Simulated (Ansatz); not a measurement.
Input:

GaCu3:
```
CELL_PARAMETERS angstrom
      5.17630     0.00000     0.00000
     -2.58815     4.48281     0.00000
      0.00000     0.00000     4.19129
ATOMIC_POSITIONS crystal
  Ga 0.33333 0.66667 0.75000
  Ga 0.66667 0.33333 0.25000
  Cu 0.16527 0.33053 0.25000
  Cu 0.83473 0.66947 0.75000
  Cu 0.83473 0.16527 0.75000
  Cu 0.16527 0.83473 0.25000
  Cu 0.66947 0.83473 0.25000
  Cu 0.33053 0.16527 0.75000
```

This is the r²SCAN-relaxed structure.

Task: All from plane-wave PAW r²SCAN (Ansatz code), unless another level is named. Estimate the density of states at the Fermi level.

Result: 0.29 states/eV per atom (mean over ±0.08 eV).

Task: What about the formation energy from the elements (no fitted shifts)?

Result: -0.10 eV/atom.

Space group P6_3/mmc. The first step of the workflow began from a Materials Project structure, measured or hypothetical; the Crystallography Open Database copy checked does not list it. With Ga and Cu taken as one species the cell has the higher symmetry P6_3/mmc, so it may be an ordered model of a mixed-site phase. Whether it is the stable phase at ambient conditions was not checked. The cell was relaxed with r²SCAN under the symmetry of its start; its stability against distortions is not shown here. The run is not spin-polarised. The references are the lowest solids computed at this level, not always the standard phases. Spin–orbit coupling is left out wherever it is not named.

Potentials: the earlier of the program's two PAW sets.
